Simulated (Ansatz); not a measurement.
The numbers come from plane-wave PAW DFT (Ansatz): PBE, no spin polarisation, 420 eV, 8×8×8 Γ-centred k points, fermi-dirac occupations (width 0.0102 eV). Nothing was relaxed.

Computed maps in the lattice plane spanned by a (left to right, 4.44 Å, 13 points from zero) and b (bottom to top, 8.62 Å, 26 points from zero), 75° apart, at height 0.000 along c. The fields are smooth PAW ones with compensation charges, not the true ones near nuclei.

Valence density. Digits on a logarithmic scale: 0 up to 0.03 e/Å³, each further digit a factor of 1.6, 9 from 1.3 e/Å³ up:
```
9997421013699
9996421123579
7775321234566
6543211345666
6532112457887
7531002468888
8641001468858
8742000358878
8642000246888
7531000024677
5420000002345
2210000000122
0000000000000
0000122221000
0001345543100
0002467775310
0003578887531
0003588788742
0002578668753
1002468888753
3101356788754
4321134566665
7642112345677
9964211235799
9996310124799
9997420024799
```

ELF. Ten even steps from '0' (0.00) to '9' (0.90):
```
0034210002341
2244200012233
3443200135543
4322100477886
7421001689999
9741002899758
9862002899403
9984001799714
9985000489988
9984000158999
8862000014788
5410000000145
1000001100001
0000145541000
0002578887400
0015899999840
0026999899972
0017997149984
0005998007984
1002899758974
1000489989863
2210047788643
4431002454333
2442000122332
0143200012430
0034200002430
```

Task: The cell is CdPbS$_{4}$. Which atoms lie within 0.2 Å of this plane, and where (fractions of a and b)?

Result: Pb at (0.00, 0.00), S at (0.56, 0.28), S at (0.86, 0.72). The whole cell:
```yaml
crystal:
  lattice:
    - [0.00000, 0.00000, 4.44148]
    - [5.88779, -5.88779, 2.22074]
    - [5.88779, 5.88779, -2.22074]
  atoms:
    - { symbol: Pb, position: [0.00000, 0.00000, 0.00000] }
    - { symbol: S, position: [0.42400, 0.01400, 0.28200] }
    - { symbol: S, position: [0.56200, 0.28200, 0.98600] }
    - { symbol: S, position: [0.15600, 0.98600, 0.71800] }
    - { symbol: S, position: [0.85800, 0.71800, 0.01400] }
    - { symbol: Cd, position: [0.75000, 0.50000, 0.50000] }
```

Origin: a known structure type with other elements, at an estimated volume, so it need not be a known compound. Caveats: many states at the Fermi level without spin polarisation, so a magnetic state may lie lower.
